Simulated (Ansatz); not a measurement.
The guess for AlSe4 was made by a generator: Al between sheets of the Se type, stage 2 (P4/mmm, No. 123) (sites filled 1 of 2). A sheet's type names the database crystal that the layer was cut from. Lengths were set from tabulated atomic sizes, so they are only a guess.

```yaml
crystal:
  lattice:
    - [3.80248, 0.00000, 0.00000]
    - [0.00000, 3.80248, 0.00000]
    - [0.00000, 0.00000, 6.95243]
  atoms:
    - { symbol: Al, position: [0.50000, 0.50000, 0.00000] }
    - { symbol: Se, position: [0.00000, 0.50000, 0.76430] }
    - { symbol: Se, position: [0.50000, 0.00000, 0.76430] }
    - { symbol: Se, position: [0.00000, 0.50000, 0.23570] }
    - { symbol: Se, position: [0.50000, 0.00000, 0.23570] }
```

All numbers below come from Ansatz, DFT PBE+D3(BJ), scalar-relativistic, plane waves, PAW. Cutoff 420 eV, Gaussian smearing, Γ-centred meshes. Cell and atoms relax first on a coarse mesh and then on a finer one. In between, the cell is made exact in the group found at 0.06 Å. In metals the finer mesh still leaves noise of several meV/atom or more. The steps can't lower the symmetry of their start. No spin polarisation.

A guess keeps its type if space group and coordination stay and the shape of the cell changes little (axis ratios within about 15 %, angles within 6°); the volume may change.

Problem. Will the relaxed cell still be of the starting type?

Solution. It keeps its type. The symmetry stays P4/mmm (No. 123). The volume per atom grows by 13.6 %, from 20.1 to 22.8 Å³. The shortest distance goes from 2.51 Å (Al–Se) to 2.68 Å (Al–Se). The ratio c/a of the conventional cell changes by a factor of 0.98. Counting neighbours within 15 % of an atom's shortest distance, the start has Al 8, Se 6 and the end Al 8, Se 6.

Formation energies are uncorrected and refer to the elements' standard structures at the same level.

Problem. At what energy does it end?

Solution. −0.04 eV/atom. A negative formation energy is needed for stability but isn't enough: competing phases decide.

The last run used a 10×10×6 mesh (in the run's order of axes) for its 5-atom cell and Gaussian smearing of 0.10 eV. An odd number of electrons in the primitive cell allows no gap without spin; a larger cell or a magnetic state could open one. Symmetry constrained the relaxation, so the result can be a saddle point.
